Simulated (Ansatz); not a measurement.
Given:

BP:
```
BP
1.0
    3.27650     0.00000     0.00000
   -1.63825     2.83753     0.00000
    0.00000     0.00000     7.00477
B P
3 3
Direct
  0.00000   0.50000   0.33333
  0.50000   0.50000   0.66667
  0.50000   0.00000   0.00000
  0.00000   0.50000   0.83333
  0.50000   0.50000   0.16667
  0.50000   0.00000   0.50000
```

This is the r²SCAN-relaxed structure.

Task: All from r²SCAN (plane waves, PAW; program Ansatz), unless another level is named. Predict the hole effective mass.

Result: 0.33, 0.42, 0.42 mₑ (principal values).

Task: Give the smallest direct gap on the standard path.

Result: 2.65 eV.

Task: What about the band gap?

Result: 0.23 eV (indirect).

Task: Next, the conduction-band minimum?

Result: at M (3 equivalent valleys).

Task: What about the weight of the conduction-edge state by species (Voronoi cells)?

Result: P 50 %, B 50 %.

Task: Predict the weight of the valence-edge state by species (Voronoi cells).

Result: B 53 %, P 47 %.

Space group P6_422. The start of the workflow was typed in or built on a structure type; neither database checked (COD, Materials Project) lists it. It is not the phase usual at ambient conditions (space group No. 216). The r²SCAN relaxation kept the symmetry of its start; whether a distortion lowers the energy is not shown.

Potentials: the earlier of the program's two PAW sets.
